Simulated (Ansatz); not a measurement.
**V$_{2}$N$_{3}$ (P-3m1), stationary points along a deformation path**

All numbers below come from Ansatz, DFT PBEsol, scalar-relativistic, plane waves, PAW. Settings: plane waves to 420 eV, k-mesh 24×24×10 (Γ-centred), Gaussian smearing 0.15 eV. No spin polarisation. Energies are free energies at this smearing, counted from the undisturbed cell; pressure is positive in compression.

The starting cell (relaxed at this level; with this scan's settings it stands at 0.1 GPa; it needn't be the usual structure):

```yaml
crystal:
  lattice:
    - [2.77979, 0.00000, 0.00000]
    - [-1.38989, 2.40737, 0.00000]
    - [0.00000, 0.00000, 6.19635]
  atoms:
    - { symbol: V, position: [0.66667, 0.33333, 0.30212] }
    - { symbol: V, position: [0.33333, 0.66667, 0.69788] }
    - { symbol: N, position: [0.00000, 0.00000, 0.50000] }
    - { symbol: N, position: [0.00000, 0.00000, 0.10744] }
    - { symbol: N, position: [0.00000, 0.00000, 0.89256] }
```

At fixed volume and fractional coordinates, lengths along (0.000, 0.000, 1.000) are scaled against those across it; ρ is that ratio over its starting value. V = 8.293 Å³/atom. Δσ is the stress along the axis less the mean stress across it (compression positive).

```csv
ρ,ΔE (meV/atom),Δσ (GPa),space group
0.800,643.8,167.11,P-3m1
0.850,340.8,122.22,P-3m1
0.920,88.9,62.29,P-3m1
0.960,21.0,30.14,P-3m1
1.000,0.0,-0.15,P-3m1
1.050,29.7,-34.74,P-3m1
1.100,110.6,-65.67,P-3m1
1.200,386.0,-116.34,P-3m1
1.300,762.4,-154.28,P-3m1
```

Question: How does the stress give the slope of the energy, and where is the energy stationary?

Answer: Along the path d ln(length) is 2/3 d ln ρ on the axis and −1/3 d ln ρ across it, so dE/d ln ρ = −(2/3) V Δσ: the energy falls with ρ where Δσ is positive. Δσ vanishes or changes sign between ρ = 0.960 and 1.000, a minimum (near 1.00 by linear interpolation). Pairs of stationary points between two samples would go unseen, and could change a minimum read from distant neighbours into a maximum.

Question: Integrate that slope from ρ = 1 to 1.200 by the trapezoid rule.

Answer: With V/N in Å³ and 1 eV/Å³ = 160.2 GPa the slopes at ρ = 1.000, 1.050, 1.100, 1.200 are 5, 1199, 2266, 4015 meV/atom per unit of ln ρ. The steps add 29.4 + 80.6 + 273.3 = 383.2 meV/atom, against 386.0 from the energies; the trapezoid rule misses the curvature of the slope within each step.

Forces appear on the atoms along this scan, and letting them relax would lower the energy and soften the response. In a metal these slopes depend on the k mesh and the smearing.

Cost: 9 runs of about 2.9 core-minutes in all, on Oxide Virtual Turin-like Processor (Zen 5) (shared hosts).